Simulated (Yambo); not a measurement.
Ba3ZnN2O (space group P4/mmm, No. 123), G0W0@LDA in Yambo; all else as in the reference (4×4×1 Γ-centred k mesh, bands 5 to 235 and a 7 Ry block in the screening, 235 bands in G with the Bruneval-Gonze terminator, plasmon pole fitted at 27.2 eV). One parameter is varied: the cutoff of the wavefunctions in Yambo, over 10, 20, 30, 50, 84 Ry.

Problem. From which value on does the gap Γ → Γ stay within 0.05 eV of the largest setting?

Solution. From 30 Ry on.
```json
[
 {"cutoff of the wavefunctions in Yambo (Ry)": "10", "G0W0 gap (eV)": "1.37", "valence shift (eV)": "0.01"},
 {"cutoff of the wavefunctions in Yambo (Ry)": "20", "G0W0 gap (eV)": "1.43", "valence shift (eV)": "-0.09"},
 {"cutoff of the wavefunctions in Yambo (Ry)": "30", "G0W0 gap (eV)": "1.49", "valence shift (eV)": "-0.18"},
 {"cutoff of the wavefunctions in Yambo (Ry)": "50", "G0W0 gap (eV)": "1.53", "valence shift (eV)": "-0.23"},
 {"cutoff of the wavefunctions in Yambo (Ry)": "84", "G0W0 gap (eV)": "1.53", "valence shift (eV)": "-0.23"}
]
```
The last step of the sweep still moves the gap by 3 meV; the other settings are held fixed.

Geometry of the Materials Project entry, not relaxed at this level; primitive cell a = b = 4.150 Å, c = 9.293 Å, α = β = γ = 90.00°.

The structure is a Materials Project entry; no match was found in the copy of COD used, and its stability was not checked.

A shift is the quasiparticle energy of the state minus its LDA energy.
